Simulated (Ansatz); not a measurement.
Input, command and steps of an Ansatz relaxation.

```yaml
crystal:
  lattice:
    - [1.0e-08, -11.0334018067, 0.0]
    - [9.5552062497, 5.516700912, 0.0]
    - [0.0, 0.0, 14.807975948]
  atoms:
    - { symbol: Mo, position: [0.8333294315, 0.3333500779, 0.2509505954] }
    - { symbol: Mo, position: [0.4999999444, 0.1666841494, 0.2509923337] }
    - { symbol: Mo, position: [0.6666658426, 0.5000157677, 0.2509924852] }
    - { symbol: Mo, position: [0.3333304098, 0.3333497356, 0.2510112243] }
    - { symbol: Mo, position: [-4.7151e-06, 0.1666860616, 0.2509924814] }
    - { symbol: Mo, position: [0.8333291391, 0.8333499704, 0.2510114287] }
    - { symbol: Mo, position: [0.4999963323, 0.6666829233, 0.2510180813] }
    - { symbol: Mo, position: [0.1666591026, 0.5000133387, 0.2509924219] }
    - { symbol: Mo, position: [0.6666633839, 2.02064e-05, 0.250992395] }
    - { symbol: Mo, position: [0.33332861, 0.8333487246, 0.2510111489] }
    - { symbol: Mo, position: [-7.2241e-06, 0.6666790377, 0.250992471] }
    - { symbol: Mo, position: [0.1666624113, 1.60322e-05, 0.2510180728] }
    - { symbol: Mo, position: [0.6710182891, 0.1717981188, 0.7519318712], spin: 0.333 }
    - { symbol: Mo, position: [0.3340230117, 1.0006354181, 0.7472612523] }
    - { symbol: Mo, position: [0.5028659039, 0.3336023909, 0.7490788625] }
    - { symbol: Mo, position: [0.1662366099, 0.1673388034, 0.7472590386] }
    - { symbol: Mo, position: [0.8332587152, 0.0032092914, 0.7490786002] }
    - { symbol: Mo, position: [0.6669828845, 0.6665692067, 0.747258392] }
    - { symbol: Mo, position: [0.3324909491, 0.4998692126, 0.7472610565] }
    - { symbol: Mo, position: [-0.0054593608, 0.3335889547, 0.7510544363], spin: 0.333 }
    - { symbol: Mo, position: [0.5002766463, 0.8343537838, 0.7472599659] }
    - { symbol: Mo, position: [0.1636458096, 0.6639922703, 0.7490788388] }
    - { symbol: Mo, position: [0.8333375177, 0.4984116595, 0.7500490643], spin: 0.333 }
    - { symbol: Mo, position: [-0.0004742485, 0.8328412375, 0.747258454] }
    - { symbol: S, position: [0.5082363174, 0.170958845, 0.6438558101] }
    - { symbol: S, position: [0.6708812432, 0.496242161, 0.6438572021] }
    - { symbol: S, position: [0.3353541611, 0.333608235, 0.64261262] }
    - { symbol: S, position: [-0.0041012148, 0.1712288057, 0.6438610341] }
    - { symbol: S, position: [0.8332545009, 0.8356928504, 0.6426188876] }
    - { symbol: S, position: [0.4999114589, 0.6669237556, 0.6415675379] }
    - { symbol: S, position: [0.1582735652, 0.4959776234, 0.6438572544] }
    - { symbol: S, position: [0.6706121516, 0.0085786273, 0.6438640043] }
    - { symbol: S, position: [0.3311618733, 0.8315105995, 0.6426140264] }
    - { symbol: S, position: [-0.0043718411, 0.6586135149, 0.6438594942] }
    - { symbol: S, position: [0.1665997215, 0.0002695102, 0.6415695585] }
    - { symbol: S, position: [0.6666909786, 0.1667113724, 0.3565158967] }
    - { symbol: S, position: [0.3333472124, 1.0000294664, 0.3565414911] }
    - { symbol: S, position: [0.5000123658, 0.3333500187, 0.3565326927] }
    - { symbol: S, position: [0.1666497975, 0.166687651, 0.3565416641] }
    - { symbol: S, position: [0.8333292228, 3.23112e-05, 0.3565322539] }
    - { symbol: S, position: [0.6666670092, 0.6666695453, 0.3565423023] }
    - { symbol: S, position: [0.3333119427, 0.5000117504, 0.3565417591] }
    - { symbol: S, position: [-3.21568e-05, 0.3333496719, 0.3565159819] }
    - { symbol: S, position: [0.5000091314, 0.8333672469, 0.3565416475] }
    - { symbol: S, position: [0.1666465098, 0.666666952, 0.356532503] }
    - { symbol: S, position: [0.8333292543, 0.4999882219, 0.3565163722] }
    - { symbol: S, position: [-8.5129e-06, 0.8333317323, 0.3565421205] }
    - { symbol: S, position: [0.8332513135, 0.3335962719, 0.8578176917] }
    - { symbol: S, position: [0.5005936981, 0.1654340383, 0.8549384496] }
    - { symbol: S, position: [0.6687637461, 0.5017814965, 0.8549348889] }
    - { symbol: S, position: [0.3333302727, 0.3336045848, 0.8525691508] }
    - { symbol: S, position: [0.0014396572, 0.1691174122, 0.8549311295] }
    - { symbol: S, position: [0.8332549859, 0.8336730476, 0.85256471] }
    - { symbol: S, position: [0.4999202911, 0.6669302376, 0.8523577276] }
    - { symbol: S, position: [0.1659173667, 0.4980957093, 0.8549360607] }
    - { symbol: S, position: [0.6650743971, 0.0009342644, 0.8549296315] }
    - { symbol: S, position: [0.333183466, 0.833529391, 0.8525687607] }
    - { symbol: S, position: [-0.0022587368, 0.6662679752, 0.8549325625] }
    - { symbol: S, position: [0.1665913603, 0.0002682675, 0.8523552389] }
    - { symbol: S, position: [0.6666424839, 0.1666630103, 0.1454299585] }
    - { symbol: S, position: [0.333316318, 1.0000064335, 0.1454641032] }
    - { symbol: S, position: [0.4999849422, 0.3333501002, 0.1454533755] }
    - { symbol: S, position: [0.1666725187, 0.1666797747, 0.1454640619] }
    - { symbol: S, position: [0.8333293705, 4.633e-06, 0.1454539017] }
    - { symbol: S, position: [0.6666596499, 0.6666926827, 0.1454637068] }
    - { symbol: S, position: [0.3333426439, 0.5000194927, 0.1454639611] }
    - { symbol: S, position: [1.63982e-05, 0.3333498199, 0.14543003] }
    - { symbol: S, position: [0.4999863484, 0.8333364556, 0.1454639576] }
    - { symbol: S, position: [0.1666738736, 0.6666942334, 0.1454534994] }
    - { symbol: S, position: [0.8333292623, 0.5000370516, 0.1454296283] }
    - { symbol: S, position: [-1.141e-06, 0.8333622568, 0.1454638275] }
  host:
    lattice:
      - [3.1850687516, 2.9e-09, 0.0]
      - [-1.5925343783, 2.7583504502, 0.0]
      - [0.0, 0.0, 14.807975948]
    atoms:
      - { symbol: Mo, position: [0.6666666667, 0.3333333333, 0.25] }
      - { symbol: Mo, position: [0.3333333333, 0.6666666667, 0.75] }
      - { symbol: S, position: [0.6666666667, 0.3333333333, 0.6444802123] }
      - { symbol: S, position: [0.3333333333, 0.6666666667, 0.3555197877] }
      - { symbol: S, position: [0.6666666667, 0.3333333333, 0.8555197877] }
      - { symbol: S, position: [0.3333333333, 0.6666666667, 0.1444802123] }
total_charge: -1
basis:
  ecutwfc: 420
  xc_grid: 2
kpoints:
  mp_grid: { grid: [2, 2, 2], shift: [0.0, 0.0, 0.0] }
hamiltonian:
  xc: pbe
scf:
  occupations: { method: gaussian, width: 0.01 }
output:
  forces: true
  stress: false
  eigenvalues: true
  populations: true
  charged_corrections:
    defect_position: [0.83333333, 0.33333333, 0.64448021]
    epsilon: [[12.9306, 0.0, 0.0], [0.0, 12.9306, 0.0], [0.0, 0.0, 3.3046]]
magnetization:
  spin_polarized: true
relax:
  adjacent_minimum: "off"
  f_tol: 0.025
  max_steps: 45
```

```bash
ansatz run input.yaml --threads 8 --pin off --max-ram 20480MiB --backend cpu --events-out ev --progress --plain --runs-dir out
```

The calculation used DFT PBE, scalar-relativistic, plane waves, PAW in Ansatz 0.2.0.

The cell holds a point defect: S vacancy (site f), charge −1.

Of 5 frames 2 are shown, positions in Å and forces in eV/Å; the SCF threshold varies from step to step.

```xyz
71
Lattice="0.0000 -11.0334 0.0000 9.5552 5.5167 0.0000 0.0000 0.0000 14.8080" Properties=species:S:1:pos:R:3:forces:R:3 pbc="T T T" step=1 free_energy_over_end_meV_per_atom=0.88
Mo    3.1852   -7.3555    3.7161    0.0001    0.0011   -0.0053
Mo    1.5927   -4.5972    3.7167   -0.0002   -0.0008   -0.0028
Mo    4.7778   -4.5972    3.7167    0.0004   -0.0008   -0.0025
Mo    3.1852   -1.8388    3.7170    0.0000   -0.0002   -0.0025
Mo    1.5927    0.9196    3.7167   -0.0011    0.0005   -0.0030
Mo    7.9628   -4.5971    3.7170    0.0003    0.0003   -0.0024
Mo    6.3703   -1.8388    3.7171    0.0004   -0.0002   -0.0028
Mo    4.7777    0.9196    3.7167    0.0009    0.0006   -0.0033
Mo    0.0002   -7.3555    3.7167    0.0002   -0.0002   -0.0020
Mo    7.9628    0.9196    3.7170   -0.0002    0.0003   -0.0024
Mo    6.3703    3.6779    3.7167   -0.0003    0.0001   -0.0019
Mo    0.0002   -1.8388    3.7171   -0.0004   -0.0002   -0.0028
Mo    1.6416   -6.4559   11.1346   -0.6219   -0.4421    0.1527
Mo    9.5613    1.8348   11.0654    0.0118   -0.0101    0.0804
Mo    3.1876   -3.7079   11.0923    0.0271    0.1690    0.0376
Mo    1.5990   -0.9110   11.0654    0.0406    0.0167    0.0485
Mo    0.0307   -9.1760   11.0923   -0.0749    0.0101    0.0308
Mo    6.3692   -3.6818   11.0654    0.0005    0.0360    0.0990
Mo    4.7764   -0.9109   11.0654   -0.0276    0.0147    0.0548
Mo    3.1875    1.9005   11.1216   -0.0717    0.0598    0.0681
Mo    7.9724   -0.9169   11.0654    0.0041    0.0020    0.0543
Mo    6.3446    1.8575   11.0923    0.0948    0.0355    0.0470
Mo    4.7624   -6.4450   11.1067    0.0141   -0.5855    0.9830
Mo    7.9580    4.5998   11.0654    0.0493   -0.0233    0.0787
S     1.6335   -4.6644    9.5342   -0.0231    0.0048   -0.0617
S     4.7417   -4.6645    9.5342    0.0542    0.1637   -0.2368
S     3.1877   -1.8597    9.5158   -0.0014    0.0113    0.0153
S     1.6361    0.9899    9.5343   -0.0450    0.0416   -0.0687
S     7.9852   -4.5834    9.5159   -0.0052   -0.0062    0.0044
S     6.3726   -1.8365    9.5003    0.0053    0.0033   -0.0124
S     4.7392    0.9899    9.5342    0.0306    0.0238   -0.0571
S     0.0820   -7.3518    9.5343    0.0806    0.0048   -0.0858
S     7.9453    0.9334    9.5158    0.0134   -0.0145    0.0123
S     6.2932    3.6816    9.5343    0.1065   -0.0574   -0.2843
S     0.0026   -1.8367    9.5003    0.0026    0.0061   -0.0133
S     1.5930   -6.4362    5.2793   -0.0004    0.0002   -0.0224
S     9.5555    1.8389    5.2797    0.0000    0.0000   -0.0237
S     3.1852   -3.6778    5.2795   -0.0001   -0.0004   -0.0219
S     1.5927   -0.9191    5.2797   -0.0002    0.0000   -0.0234
S     0.0003   -9.1943    5.2795    0.0004    0.0003   -0.0228
S     6.3702   -3.6778    5.2797    0.0001    0.0000   -0.0238
S     4.7777   -0.9191    5.2797    0.0002   -0.0001   -0.0234
S     3.1852    1.8393    5.2793    0.0000    0.0001   -0.0232
S     7.9630   -0.9194    5.2797    0.0001   -0.0002   -0.0234
S     6.3701    1.8391    5.2795   -0.0004    0.0003   -0.0228
S     4.7775   -6.4362    5.2793    0.0005    0.0002   -0.0222
S     7.9627    4.5973    5.2797   -0.0001   -0.0001   -0.0235
S     3.1876   -7.3532   12.7025    0.2423    0.1841   -0.2681
S     1.5808   -4.6106   12.6599    0.0751    0.1417   -0.0330
S     4.7946   -4.6106   12.6599   -0.0330    0.1184   -0.1119
S     3.1877   -1.8374   12.6248    0.0016   -0.0288   -0.0329
S     1.6160    0.9171   12.6598    0.0289    0.0253   -0.0798
S     7.9659   -4.5945   12.6248    0.0021    0.0068   -0.0338
S     6.3727   -1.8366   12.6217   -0.0022   -0.0096   -0.0333
S     4.7594    0.9172   12.6599   -0.0085    0.0294   -0.0826
S     0.0089   -7.3329   12.6598    0.0444    0.0316   -0.0742
S     7.9645    0.9222   12.6248   -0.0088    0.0087   -0.0328
S     6.3663    3.7005   12.6598   -0.0064    0.0355   -0.1326
S     0.0026   -1.8366   12.6217   -0.0004   -0.0077   -0.0330
S     1.5925   -6.4359    2.1535    0.0001   -0.0002    0.0259
S     9.5553    1.8391    2.1540    0.0001    0.0001    0.0258
S     3.1852   -3.6775    2.1539    0.0000   -0.0002    0.0260
S     1.5927   -0.9194    2.1540   -0.0001   -0.0001    0.0261
S     0.0000   -9.1944    2.1539    0.0001    0.0000    0.0261
S     6.3704   -3.6776    2.1540   -0.0001    0.0001    0.0257
S     4.7778   -0.9194    2.1540    0.0002   -0.0002    0.0261
S     3.1852    1.8388    2.1535   -0.0001    0.0000    0.0264
S     7.9627   -0.9193    2.1540    0.0000    0.0001    0.0257
S     6.3704    1.8390    2.1539    0.0000    0.0000    0.0261
S     4.7780   -6.4359    2.1535   -0.0001   -0.0002    0.0261
S     7.9629    4.5974    2.1540    0.0000    0.0000    0.0256
71
Lattice="0.0000 -11.0334 0.0000 9.5552 5.5167 0.0000 0.0000 0.0000 14.8080" Properties=species:S:1:pos:R:3:forces:R:3 pbc="T T T" step=5 free_energy_over_end_meV_per_atom=0.00
Mo    3.1854   -7.3552    3.7168    0.0000    0.0000    0.0000
Mo    1.5928   -4.5971    3.7177    0.0000    0.0000    0.0000
Mo    4.7780   -4.5971    3.7177    0.0000    0.0000    0.0000
Mo    3.1854   -1.8387    3.7180    0.0000    0.0000    0.0000
Mo    1.5928    0.9198    3.7176    0.0000    0.0000    0.0000
Mo    7.9631   -4.5969    3.7180    0.0000    0.0000    0.0000
Mo    6.3705   -1.8386    3.7180    0.0000    0.0000    0.0000
Mo    4.7780    0.9198    3.7176    0.0000    0.0000    0.0000
Mo    0.0004   -7.3553    3.7177    0.0000    0.0000    0.0000
Mo    7.9629    0.9198    3.7180    0.0000    0.0000    0.0000
Mo    6.3704    3.6781    3.7177    0.0000    0.0000    0.0000
Mo    0.0003   -1.8386    3.7180    0.0000    0.0000    0.0000
Mo    1.5965   -6.4821   11.1514   -0.0015    0.0001   -0.0015
Mo    9.5659    1.8352   11.0675   -0.0008    0.0004   -0.0001
Mo    3.1889   -3.7015   11.0794    0.0008    0.0032    0.0001
Mo    1.6029   -0.9033   11.0563    0.0003    0.0010   -0.0008
Mo    0.0174   -9.1778   11.0907    0.0003   -0.0004    0.0008
Mo    6.3662   -3.6798   11.0693    0.0008    0.0008    0.0004
Mo    4.7732   -0.9029   11.0568    0.0002    0.0012   -0.0008
Mo    3.1825    1.9178   11.1148   -0.0022    0.0003   -0.0010
Mo    7.9691   -0.9217   11.0656   -0.0008    0.0004    0.0001
Mo    6.3584    1.8567   11.0897    0.0010   -0.0001    0.0005
Mo    4.7839   -6.4730   11.1581    0.0034    0.0031   -0.0061
Mo    7.9638    4.5946   11.0679    0.0006   -0.0003    0.0005
S     1.6264   -4.6835    9.5401   -0.0001   -0.0026    0.0003
S     4.7522   -4.6811    9.5409   -0.0003   -0.0032    0.0011
S     3.1885   -1.8522    9.5048   -0.0003   -0.0003   -0.0023
S     1.6283    1.0050    9.5225   -0.0004    0.0017    0.0012
S     7.9756   -4.5891    9.5183    0.0010    0.0003    0.0003
S     6.3700   -1.8367    9.4977    0.0022   -0.0001   -0.0005
S     4.7433    1.0059    9.5250   -0.0007    0.0013    0.0012
S     0.0702   -7.3627    9.5233    0.0012    0.0002    0.0003
S     7.9551    0.9284    9.5164    0.0002   -0.0005    0.0001
S     6.3058    3.6752    9.5266   -0.0016    0.0009    0.0018
S     0.0062   -1.8370    9.4976   -0.0011   -0.0009   -0.0004
S     1.5932   -6.4361    5.2795    0.0000    0.0000    0.0000
S     9.5556    1.8391    5.2798    0.0000    0.0000    0.0000
S     3.1854   -3.6778    5.2798    0.0000    0.0000    0.0000
S     1.5928   -0.9190    5.2798    0.0000    0.0000    0.0000
S     0.0006   -9.1941    5.2798    0.0000    0.0000    0.0000
S     6.3704   -3.6776    5.2798    0.0000    0.0000    0.0000
S     4.7780   -0.9190    5.2798    0.0000    0.0000    0.0000
S     3.1854    1.8396    5.2794    0.0000    0.0000    0.0000
S     7.9632   -0.9192    5.2798    0.0000    0.0000    0.0000
S     6.3703    1.8394    5.2798    0.0000    0.0000    0.0000
S     4.7776   -6.4361    5.2795    0.0000    0.0000    0.0000
S     7.9628    4.5975    5.2798    0.0000    0.0000    0.0000
S     3.1893   -7.3419   12.7004   -0.0009   -0.0018    0.0044
S     1.5908   -4.5974   12.6548    0.0013    0.0001    0.0001
S     4.7862   -4.5917   12.6592   -0.0008    0.0000   -0.0007
S     3.1882   -1.8330   12.6117    0.0005   -0.0008   -0.0015
S     1.6194    0.9254   12.6457    0.0001   -0.0017    0.0001
S     7.9612   -4.5971   12.6264   -0.0019   -0.0006   -0.0001
S     6.3626   -1.8300   12.6182   -0.0017   -0.0006   -0.0011
S     4.7562    0.9273   12.6441    0.0007   -0.0013   -0.0009
S    -0.0150   -7.3447   12.6711   -0.0015   -0.0002    0.0035
S     7.9708    0.9195   12.6241   -0.0003    0.0010    0.0001
S     6.3945    3.6862   12.6738    0.0014   -0.0005    0.0016
S     0.0157   -1.8331   12.6181    0.0005    0.0002   -0.0010
S     1.5926   -6.4357    2.1554    0.0000    0.0000    0.0000
S     9.5554    1.8393    2.1560    0.0000    0.0000    0.0001
S     3.1854   -3.6775    2.1559    0.0000    0.0000    0.0000
S     1.5928   -0.9193    2.1560    0.0000    0.0000    0.0001
S     0.0002   -9.1942    2.1558    0.0000    0.0000    0.0000
S     6.3706   -3.6774    2.1560    0.0000    0.0000    0.0000
S     4.7780   -0.9193    2.1560    0.0000    0.0000    0.0001
S     3.1854    1.8389    2.1554    0.0000    0.0000    0.0000
S     7.9629   -0.9191    2.1560    0.0000    0.0000    0.0001
S     6.3706    1.8392    2.1558    0.0000    0.0000    0.0000
S     4.7782   -6.4357    2.1553    0.0000    0.0000    0.0000
S     7.9631    4.5976    2.1560    0.0000    0.0000    0.0000
```

It took 18 min on 8 threads of Intel(R) Xeon(R) Platinum 8488C (Sapphire Rapids) (shared host), peak memory 16 GiB.